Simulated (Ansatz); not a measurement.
A geometry of ScF3 away from equilibrium: step 2 of the relaxation of a generated trial cell of ScF3 in the AFLOW prototype AB3_hP8_194_c_bf (D0_18, as in Na3As). Calculation: PBE (plane waves to 420 eV, PAW, scalar-relativistic; Ansatz, a first-principles code). Γ-centred k-mesh 6×6×3 on the run's cell (coarser than for final values), Fermi–Dirac smearing 0.05 eV. The plane waves were selected for a different cell earlier on the path.

```
CELL_PARAMETERS angstrom
      4.19843     0.00000     0.00000
     -2.09922     3.63595     0.00000
      0.00000     0.00000     7.41642
ATOMIC_POSITIONS crystal
  F  0.00000 0.00000 0.25000
  F  0.00000 0.00000 0.75000
  F  0.33333 0.66667 0.92297
  F  0.66667 0.33333 0.42297
  F  0.66667 0.33333 0.07703
  F  0.33333 0.66667 0.57703
  Sc 0.33333 0.66667 0.25000
  Sc 0.66667 0.33333 0.75000
```

**Question.** Give the Cartesian forces on all atoms (eV/Å).

**Answer.** 
```
atom    Fx    Fy     Fz
----  ----  ----  -----
F1    0.00  0.00   0.00
F2    0.00  0.00   0.00
F3    0.00  0.00   0.70
F4    0.00  0.00   0.70
F5    0.00  0.00  -0.70
F6    0.00  0.00  -0.70
Sc7   0.00  0.00   0.00
Sc8   0.00  0.00   0.00
```

The path ends in P6₃/mmc (No. 194) (AFLOW prototype AB3_hP8_194_c_bf (D0_18, as in Na3As)). No spin polarisation in the result.

The run could not lose the symmetry of its start.

The first start was generated by placing the elements on the sites of a structure type. A measured structure of ScF3 has the same space group, P6₃/mmc (No. 194); the sites were not compared with it.
